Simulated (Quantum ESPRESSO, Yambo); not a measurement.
Quasiparticle gap of LaAlO3

```cif
data_AlLaO3
_chemical_formula_sum 'O3 Al1 La1'
_space_group_name_H-M_alt 'P 1'
_space_group_IT_number 1
_cell_length_a 3.78295
_cell_length_b 3.78295
_cell_length_c 3.78295
_cell_angle_alpha 90.000
_cell_angle_beta 90.000
_cell_angle_gamma 90.000
loop_
_space_group_symop_operation_xyz
  'x, y, z'
loop_
_atom_site_label
_atom_site_type_symbol
_atom_site_fract_x
_atom_site_fract_y
_atom_site_fract_z
_atom_site_occupancy
O1 O 0.00000 0.50000 0.00000 1
O2 O 0.50000 0.00000 0.00000 1
O3 O 0.00000 0.00000 0.50000 1
Al1 Al 0.00000 0.00000 0.00000 1
La1 La 0.50000 0.50000 0.50000 1
```

The geometry is that of Materials Project entry mp-5304, symmetrised and not relaxed again.

Starting point: PBEsol (Quantum ESPRESSO, PseudoDojo norm-conserving, 110 Ry, with spin-orbit coupling). G0W0 in Yambo: 4×4×4 Γ-centred k mesh, 210 bands and a 8 Ry block in the screening, 210 bands in G with the Bruneval-Gonze terminator, plasmon pole fitted at 27.2 eV.

```
Item                                                Result
-------------------------------------------------  -------
PBEsol gap along the band path                     3.44 eV
PBEsol gap between the mesh's edge points (R → Γ)  3.44 eV
G0W0 gap between the same points                   4.58 eV
PBEsol smallest direct gap on the mesh (at Γ)      3.50 eV
G0W0 direct gap at that point                      4.78 eV
```

```json
[
 {"k point": "Γ", "band": "VB−2", "E PBEsol (eV)": "-0.06", "E QP (eV)": "-0.82", "shift (eV)": "-0.75", "Z": "0.80"},
 {"k point": "Γ", "band": "VB−1", "E PBEsol (eV)": "-0.06", "E QP (eV)": "-0.82", "shift (eV)": "-0.76", "Z": "0.80"},
 {"k point": "Γ", "band": "VB", "E PBEsol (eV)": "-0.06", "E QP (eV)": "-0.82", "shift (eV)": "-0.76", "Z": "0.80"},
 {"k point": "Γ", "band": "CB", "E PBEsol (eV)": "3.44", "E QP (eV)": "3.96", "shift (eV)": "0.52", "Z": "0.84"},
 {"k point": "Γ", "band": "CB+1", "E PBEsol (eV)": "3.44", "E QP (eV)": "3.97", "shift (eV)": "0.53", "Z": "0.84"},
 {"k point": "X", "band": "VB", "E PBEsol (eV)": "-1.08", "E QP (eV)": "-1.98", "shift (eV)": "-0.91", "Z": "0.79"},
 {"k point": "X", "band": "CB", "E PBEsol (eV)": "4.32", "E QP (eV)": "7.72", "shift (eV)": "3.40", "Z": "0.79"},
 {"k point": "M", "band": "VB", "E PBEsol (eV)": "-0.03", "E QP (eV)": "-0.76", "shift (eV)": "-0.73", "Z": "0.79"},
 {"k point": "M", "band": "CB", "E PBEsol (eV)": "4.30", "E QP (eV)": "7.73", "shift (eV)": "3.43", "Z": "0.79"},
 {"k point": "R", "band": "VB", "E PBEsol (eV)": "0.00", "E QP (eV)": "-0.62", "shift (eV)": "-0.62", "Z": "0.79"},
 {"k point": "R", "band": "CB", "E PBEsol (eV)": "4.45", "E QP (eV)": "7.96", "shift (eV)": "3.51", "Z": "0.79"}
]
```

Energies count from the PBEsol valence-band maximum.

Nearest settings tried, and what they do to the gap: 138 bands in W, 138 bands in G: +49 meV. Not varied: block, mesh. So the settings aren't converged at that level.

The 4f states are in the valence at their DFT position. The cell is held in this high symmetry; tilts and polar distortions were not searched.

This is not the ordinary phase of the substance.
